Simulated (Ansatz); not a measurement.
**Does this entry for HfO2 lie near equilibrium?**

The cell is a Materials Project structure (computed, not necessarily an observed phase).

```cif
data_HfO2
_symmetry_space_group_name_H-M 'P4_2/nmc:1'
_symmetry_Int_Tables_number 137
_cell_length_a 3.5580
_cell_length_b 3.5580
_cell_length_c 5.1719
_cell_angle_alpha 90.000
_cell_angle_beta 90.000
_cell_angle_gamma 90.000
loop_
_atom_site_label
_atom_site_type_symbol
_atom_site_symmetry_multiplicity
_atom_site_Wyckoff_symbol
_atom_site_fract_x
_atom_site_fract_y
_atom_site_fract_z
Hf Hf 2 a 0.5000 0.5000 0.5000
O O 4 d 0.0000 0.5000 0.6972
```

One atom of each set is listed.

Method: Kohn–Sham DFT in Ansatz, PBE, plane waves and PAW (field gradients read without the response of the frozen cores, which leaves them typically 4 to 6 % off), scalar-relativistic, 420 eV cutoff, Γ-centred 5×5×4 k-points, Fermi–Dirac smearing 0.02 eV.

Task: Do the atoms and the cell lie near the calculated equilibrium?

Result: Not quite. The largest force is 0.14 eV/Å, on atom 6 (O: 4 Hf at 2.05–2.37 Å), and the pressure is 10.0 GPa.
